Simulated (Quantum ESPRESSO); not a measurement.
# One change at a time to RuSn4W3

Calculated results; nothing here was measured. They come from Quantum ESPRESSO 7.5, a public plane-wave density functional program. Each row is one single-point run on a made-up periodic cell of eight metal atoms, with elements, volume, strain and displacements drawn at random and not relaxed, so a cell may be unstable or far from any real phase. There is no spin polarisation or spin-orbit coupling.

Settings: PBE unless stated; PseudoDojo standard norm-conserving files; Fermi-Dirac width 0.25 eV, which means electrons at about 2900 K; cutoff 1252 eV; 6 x 6 x 3 k mesh shifted half a step off Gamma. E is the free energy of the whole cell (internal energy minus TS), so a -TS column is already part of it. Stress is positive in tension, and the pressure P is minus a third of its trace.

Checks: one run of this series was repeated at a higher cutoff and on a denser mesh, which moved values by no more than 0.008 eV, 0.13 GPa and 0.020 eV/Å, and a second program with other atomic files agreed on it to 2 % rms in force and 0.5 GPa in pressure. Known limits: the copper pseudopotential is less sure than most, with forces differing by about three percent and pressure by about two GPa from a second method on plain copper; the tin pseudopotential is less sure than most, with forces differing by about three percent from a second method on plain tin; heavy elements are run without spin-orbit coupling, which real alloys of them have; a spin test at this wide smearing found no moment, but such smearing suppresses magnetism that the real alloy may have.

The lattice is face-centred cubic, and the cell vectors in Å are (0.011, -0.058, -4.186); (4.124, -0.068, -0.011); (0.136, -8.154, -0.117), a volume of 140.68 Å³ in run 1. The elements on sites 1 to 8 are Sn W W W Sn Sn Sn Ru. Each later run makes one change to run 1 and keeps the rest. E is counted from run 1, and is n/a where other atomic files have another zero of energy.

| run | change | V (Å³) | P (GPa) | -TS (eV) | rms force (eV/Å) | largest change of a force component (eV/Å) | E (eV) |
|---|---|---|---|---|---|---|---|
| 1 | none | 140.68 | 14.47 | -1.589 | 1.207 | 0.000 | 0.000 |
| 2 | sites 2 and 5 exchanged | 140.68 | 12.82 | -1.528 | 0.823 | 2.309 | -0.705 |
| 3 | all lengths scaled by -1.70 % | 133.62 | 26.63 | -1.497 | 1.281 | 0.284 | 0.893 |
| 4 | PBEsol in place of PBE | 140.68 | 7.96 | -1.591 | 1.209 | 0.042 | n/a |
| 5 | Cu on site 7 | 140.68 | -0.74 | -1.531 | 0.681 | 1.723 | n/a |
| 6 | site 2 moved by -0.13 Å along y | 140.68 | 14.85 | -1.568 | 1.207 | 0.772 | ? |

## Worked estimate

Along the move dE = -F dx. The force on site 2 along y is -0.076 eV/Å in run 1 and 0.696 eV/Å in run 6, and the move is -0.13 Å, so the mean force times the move gives an estimate.

## Withheld value

Question: what E should run 6 give?

The estimate is 0.040 eV. The calculation gave 0.039 eV.
